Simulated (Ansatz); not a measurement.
**Cl, first-principles data**

Cl:
```cif
data_Cl2
_chemical_formula_sum 'Cl2'
_space_group_name_H-M_alt 'Im-3m'
_space_group_IT_number 229
_space_group_name_Hall '-I 4 2 3'
_cell_length_a 3.43737
_cell_length_b 3.43737
_cell_length_c 3.43737
_cell_angle_alpha 90.000
_cell_angle_beta 90.000
_cell_angle_gamma 90.000
loop_
_atom_site_label
_atom_site_type_symbol
_atom_site_symmetry_multiplicity
_atom_site_Wyckoff_symbol
_atom_site_fract_x
_atom_site_fract_y
_atom_site_fract_z
_atom_site_occupancy
Cl1 Cl 2 a 0.00000 0.00000 0.00000 1
```
(The calculation used a cell of 1 atom; values per cell refer to that cell.)

Space group Im-3m (No. 229), bcc (W type); conventional cell a = b = c = 3.4374 Å, α = β = γ = 90.00°.

Method: plane-wave PAW PBE+D3(BJ) (Ansatz code). Geometry: relaxed at this level of theory. Other levels are named where they apply.

**Cell and energy**

```
Quantity              Value
---------------  ----------
Volume per atom    20.31 Å³
Density          2.90 g/cm³
```

**Electronic structure**

```
Property                                                                    Value
------------------------------------  -------------------------------------------
Electronic character                                            metallic (no gap)
Density of states at the Fermi level  2.4 states/eV per atom (mean over ±0.08 eV)
```

**Mechanics**

```
Quantity                                                               Result
-------------------------------------  --------------------------------------
Bulk modulus (Birch–Murnaghan fit)                                   37.5 GPa
Pressure derivative B′                                                    5.3
Elastic constants (relaxed ions, GPa)     C11 = 47.5, C12 = 33.2, C44 = -86.0
Mechanical stability                   unstable (C has a negative eigenvalue)
```

**Phonons**

```
Quantity                                              Result
-------------------------------  ---------------------------
Dynamical stability on the path  unstable, down to 137i cm⁻¹
```

A made-up cell: these elements were put on the sites of a structure type; neither database checked (COD, Materials Project) lists it. It is not the usual solid phase (space group No. 64). Symmetry was held in the PBE+D3(BJ) relaxation. The substance is a gas or liquid at ambient conditions. With an odd number of electrons in the cell and no spin polarisation, the count alone makes it a metal. As this level gives no gap, shear constants depend on the k-mesh and smearing (Fermi–Dirac, 0.1 eV here). As this level gives no gap, phonon frequencies hold no LO–TO term and depend on the k-mesh and smearing (Fermi–Dirac, 0.1 eV here). On the denser mesh and wider smearing of the elastic run this cell carries a stress of 0.4 GPa.

Potentials: the later of the program's two PAW sets.
